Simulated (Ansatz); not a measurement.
The relaxed structure here is a generated cell of GaPt: the first start was made by placing the elements on the sites of a structure type, and the end was not matched to a known phase here, so it may be hypothetical.

The start is a generated cell, GaPt built in the AFLOW prototype AB_cF16_227_a_b (B32, as in NaTl). The cell and all atomic positions are relaxed at zero pressure with PBEsol (plane waves to 420 eV, PAW, scalar-relativistic; Ansatz, an electronic-structure program). First-step values are on the input's coarse k-mesh.

Ansatz input (later rounds restart from its end on a renewed k-mesh):
Ansatz 0.2 input:
```yaml
crystal:
  lattice:
    - [0, 3.1825305, 3.1825305]
    - [3.1825305, 0, 3.1825305]
    - [3.1825305, 3.1825305, 0]
  atoms:
    - { symbol: Ga, position: [0.75, 0.75, 0.75] }
    - { symbol: Ga, position: [0.5, 0.5, 0.5] }
    - { symbol: Pt, position: [0, 0, 0] }
    - { symbol: Pt, position: [0.25, 0.25, 0.25] }
basis: { ecutwfc: 420, ecutrho_ratio: 4, xc_grid: 2, fft_grid_basis: typed }
kpoints: { mp_grid: { grid: [9, 9, 9] } }
hamiltonian:
  xc: pbesol
  dispersion: none
  pseudopotentials: { kind: paw }
scf: { occupations: { method: fermi_dirac, width: 0.05 } }
relax: { f_tol: 0.01, max_steps: 100, cell: { stress_tol: 0.02 } }
output: { forces: true, stress: true }
```

Problem. How much energy is released per atom?

Solution. 0.02 eV/atom.

Problem. How does the volume change?

Solution. -5.6 %, from 16.12 to 15.21 Å³/atom.

Problem. What band gap does the relaxed structure have at this level?

Solution. No gap (metallic).

Problem. What does it relax into? Give the structure.

Solution. 
```cif
data_Ga8Pt8
_chemical_formula_sum 'Ga8 Pt8'
_space_group_name_H-M_alt 'Fd-3m :1'
_space_group_IT_number 227
_space_group_name_Hall 'F 4d 2 3 -1d'
_cell_length_a 6.24358
_cell_length_b 6.24358
_cell_length_c 6.24358
_cell_angle_alpha 90.000
_cell_angle_beta 90.000
_cell_angle_gamma 90.000
loop_
_atom_site_label
_atom_site_type_symbol
_atom_site_symmetry_multiplicity
_atom_site_Wyckoff_symbol
_atom_site_fract_x
_atom_site_fract_y
_atom_site_fract_z
_atom_site_occupancy
Ga1 Ga 8 a 0.00000 0.00000 0.00000 1
Pt1 Pt 8 b 0.50000 0.50000 0.50000 1
```
(The calculation used a cell of 4 atoms; values per cell refer to that cell.)

The space group stays Fd-3m (No. 227) (the run could not lower it); the end is AFLOW prototype AB_cF16_227_a_b (B32, as in NaTl), with 4 atoms in the primitive cell. Final values are on a 13×13×13 k-mesh of the relaxed cell. No spin polarisation in the result.

The run could not lose the symmetry of its start, so the end can be a saddle point.

All atoms sit on sites fixed by symmetry, so only the cell could relax.
